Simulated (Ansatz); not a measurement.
**NaMgF3: energy along a strain**

NaMgF3, Pm-3m, a = 3.951 Å (as given, not relaxed at this level: -6.5 GPa). The structure is a Materials Project entry; whether it is the stable form wasn't checked. Ansatz: LDA, PAW, 420 eV, Γ-centred 6×6×6 mesh on 5 atoms, Gaussian smearing 0.05 eV; no spin polarisation. Cell vectors (Å): 3.951 0.000 0.000; 0.000 3.951 0.000; 0.000 0.000 3.951. The cell is strained by x per cent times the pattern (1 -1 0 0 0 0) in the order xx yy zz yz xz xy (engineering shears), with fractional coordinates held. y is the free energy over the start, V0 = 12.334 Å³/atom. Symmetry makes y even in x. Points with a strain past 8.5 % were computed too (2) and aren't used here.

| x (%) | y (meV/atom) |
| --- | --- |
| -5.00 | 17.71 |
| 0.00 | 0.00 |
| 1.25 | 1.08 |
| 2.50 | 4.31 |
| 3.75 | 9.83 |
| 6.25 | 28.24 |
| 7.50 | ? |

Q: Fit y = c2 x² + c4 x⁴ to the other rows, get the stiffness along the pattern, and predict the missing energy.

A: Least squares on the rows shown. y = 0.68410 x² + 0.00099219 x⁴. The clamped-ion stiffness p·C·p = 2 × 6.841 eV × 160.2 / 12.334 Å³ = 178 GPa (second derivative at the start, which stands under stress). At x = 7.50 the fit asked for gives 41.62 meV/atom. The run gave 41.64 meV/atom, so the fit is 0.02 meV/atom too low, a small miss on the scale of the series.

Symmetry holds off the tilts and polar distortions that many cubic perovskites undergo.